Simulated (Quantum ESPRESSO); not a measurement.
**Band energies of Sr2H3I**

```
Sr2H3I
1.0
    4.24273     0.00000     0.00000
   -2.12137     3.67431     0.00000
    0.00000     0.00000     7.68275
H Sr I
3 2 1
Direct
  0.00000   0.00000   0.50000
  0.66667   0.33333   0.35725
  0.33333   0.66667   0.64275
  0.66667   0.33333   0.67866
  0.33333   0.66667   0.32134
  0.00000   0.00000   0.00000
```

PBEsol (pw.x of Quantum ESPRESSO, ONCV potentials, with spin-orbit coupling); path ΓMKΓALHA,LM,KH; energies in eV from the valence-band maximum.

| k (1/Å) | point | band 30 | band 31 | band 32 | band 33 | band 34 | band 35 | band 36 | band 37 |
|---|---|---|---|---|---|---|---|---|---|
| 0.00 | Γ | -0.11 | 2.68 | 2.68 | 2.77 | 2.77 | 2.78 | 2.78 | 2.84 |
| 0.43 |  | -1.38 | 3.01 | 3.01 | 3.04 | 3.04 | 3.07 | 3.07 | 3.29 |
| 0.85 | M | -2.67 | 2.41 | 2.41 | 3.13 | 3.13 | 3.29 | 3.29 | 3.36 |
| 1.10 |  | -2.59 | 2.06 | 2.06 | 2.72 | 2.72 | 3.12 | 3.12 | 3.89 |
| 1.35 | K | -2.60 | 1.99 | 1.99 | 1.99 | 1.99 | 3.21 | 3.21 | 4.41 |
| 1.55 |  | -2.39 | 2.00 | 2.00 | 2.48 | 2.48 | 3.12 | 3.12 | 3.86 |
| 2.14 |  | -0.49 | 2.77 | 2.77 | 2.88 | 2.88 | 2.99 | 2.99 | 3.02 |
| 2.34 | Γ | -0.11 | 2.68 | 2.68 | 2.77 | 2.77 | 2.78 | 2.78 | 2.84 |
| 2.74 | A | 0.00 | 2.45 | 2.45 | 2.54 | 2.54 | 2.57 | 2.57 | 3.37 |
| 3.09 |  | -1.17 | 2.15 | 2.15 | 2.92 | 2.92 | 2.97 | 2.97 | 3.57 |
| 3.60 | L | -2.42 | 2.00 | 2.00 | 2.47 | 2.47 | 2.95 | 2.95 | 3.69 |
| 3.93 |  | -2.52 | 2.66 | 2.66 | 2.86 | 2.86 | 2.93 | 2.93 | 3.99 |
| 4.09 | H | -2.63 | 2.88 | 2.88 | 2.92 | 2.92 | 2.96 | 2.96 | 4.12 |
| 4.38 |  | -2.30 | 2.11 | 2.11 | 3.11 | 3.11 | 3.16 | 3.16 | 3.67 |
| 4.80 |  | -0.90 | 2.23 | 2.23 | 2.94 | 2.94 | 3.24 | 3.24 | 3.26 |
| 5.08 | A | 0.00 | 2.45 | 2.45 | 2.54 | 2.54 | 2.57 | 2.57 | 3.37 |
| 5.08 | L | -2.42 | 2.00 | 2.00 | 2.47 | 2.47 | 2.95 | 2.95 | 3.69 |
| 5.49 | M | -2.67 | 2.41 | 2.41 | 3.13 | 3.13 | 3.29 | 3.29 | 3.36 |
| 5.49 | K | -2.60 | 1.99 | 1.99 | 1.99 | 1.99 | 3.21 | 3.21 | 4.41 |
| 5.90 | H | -2.63 | 2.88 | 2.88 | 2.92 | 2.92 | 2.96 | 2.96 | 4.12 |

The PBEsol gap is indirect, 1.89 eV, from A to 43 % of the way from H to A; the smallest direct gap is 2.45 eV.

Geometry of the Materials Project entry, not relaxed at this level.

The structure is a Materials Project entry; no match was found in the copy of COD used, and its stability was not checked.
